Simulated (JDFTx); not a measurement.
Reference run:

```json
{
 "surface": "Ti(0001)",
 "bulk": "Ti, P6_3/mmc, lattice of mp-46 (not re-optimised)",
 "slab": "4 atoms in 4 planes, 1x1, 7.0 Å between the outermost planes",
 "in-plane cell": "2.936 × 2.936 Å, 7.46 Å²",
 "cell_height": "23.0 Å",
 "sampling": "8×8×1 k mesh, Fermi smearing 0.01 Ha, no spin polarisation"
}
```

The reference is PBE, GBRV ultrasoft potentials, plane waves to 20/100 Ha; code: JDFTx (a modified build). Unrelaxed; liquid: CANDLE, water, 1 M KF. The electron chemical potential μ is absolute (zero in the bulk liquid) and is turned into a potential by U = −μ/e − 4.44 V vs SHE, a convention. LDA and PBEsol take their own potentials, PW91 and RPBE those of PBE; the lattice is kept.

| functional | work function (eV) | U_pzc (V) | mean C above U_pzc (μF/cm²) | k states × plane waves | cycles, vacuum run | rough core time, vacuum run |
|---|---|---|---|---|---|---|
| LDA | 4.56 | -0.29 | 49 over 0.5 V | 10 × 4950 | 58 | 5 min |
| PBE | (withheld) | (withheld) | – | 10 × 4950 | 30 | 3 min |
| PBEsol | 4.44 | -0.41 | – | 10 × 4950 | 26 | 3 min |
| PW91 | 4.38 | -0.47 | – | 10 × 4950 | 42 | 4 min |
| RPBE | 4.25 | -0.61 | – | 10 × 4950 | 55 | 5 min |

Question: What belongs in the gaps?

Answer: 
- PBE, work function (eV): 4.36
- PBE, U_pzc (V): -0.49

Core times come from shared machines and are rough, one run each.
